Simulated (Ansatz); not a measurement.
# P (dhcp): energy against volume

Level of theory: DFT, r2SCAN, plane waves (500 eV) with PAW, scalar-relativistic (Ansatz 0.2.0). The PAW files were generated under PBE, with cores re-solved for the functional.

The cell is scaled uniformly from the relaxed one, with fractional coordinates and shape fixed. Energies are extrapolated to zero smearing, pressures are those at the given smearing. Magnetic state: spin not included.

A Birch-Murnaghan fit gives V₀ = 14.85 Å³/atom, B₀ = 89 GPa, B₀′ = 3.4.

Problem. What are the energy above the minimum and the pressure at 13.120 Å³/atom?

Solution. 67.3 meV/atom and 13.74 GPa as computed.

Problem. What are the energy above the minimum and the pressure at 14.312 Å³/atom?

Solution. 5.8 meV/atom and 3.62 GPa as computed.

Problem. What are the energy above the minimum and the pressure at 15.505 Å³/atom?

Solution. 7.5 meV/atom and -3.47 GPa as computed.
